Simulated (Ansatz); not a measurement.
Computed with DFT PBE, scalar-relativistic, plane waves, PAW in Ansatz 0.2.0. All cells share a 420 eV cutoff and Γ-centred k meshes spaced about 0.3 Å⁻¹ or finer (0.25 for metals, 2π included). No spin polarisation.

Structures of Si₂B₃, relaxed with PBE:

#1.

Space group P-3m1 (No. 164). a = 3.071 Å, b = 3.071 Å, c = 5.786 Å, α = 90.00°, β = 90.00°, γ = 120.00°
```csv
atom,site,symmetry,x,y,z
Si,2d,3m.,0.6667,0.3333,0.8108
B,1a,-3m.,0.0000,0.0000,0.0000
B,2d,3m.,0.3333,0.6667,0.5288
```

#2.

Space group P4_2cm (No. 101). a = 4.479 Å, b = 4.479 Å, c = 5.540 Å, α = 90.00°, β = 90.00°, γ = 90.00°
| atom | site | symmetry | x | y | z |
| --- | --- | --- | --- | --- | --- |
| Si | 4d | ..m | 0.2970 | 0.2970 | 0.4825 |
| B | 4d | ..m | 0.7382 | 0.7382 | 0.8515 |
| B | 2a | 2.mm | 0.0000 | 0.0000 | 0.3545 |

With PBE the energies per atom relative to #1 are: #2 +139 meV.

Problem. What do the differences become with r2SCAN (500 eV) at these PBE geometries?

Solution. The order stays #1 < #2.

| cell | group | coarse PBE screen (meV/atom, to 10) | PBE, fine mesh (meV/atom) | r2SCAN at the PBE cell (meV/atom) | r2SCAN pressure (GPa) | gap PBE (eV) | gap r2SCAN (eV) |
| --- | --- | --- | --- | --- | --- | --- | --- |
| #1 | P-3m1 | 0 | 0 | 0 | -2.6 | 0.00 | 0.00 |
| #2 | P4_2cm | 110 | 139 | 133 | -1.0 | 0.00 | 0.00 |

Energies count from #1, gaps are read on the mesh, and pressure is positive in compression.

Even the lowest cell shown lies +0.31 eV/atom against the elements' standard structures at this level. With atoms moved at random, #1 (by 5 meV/atom) fell into a lower structure. #2 had no clear such test and can be a saddle point.
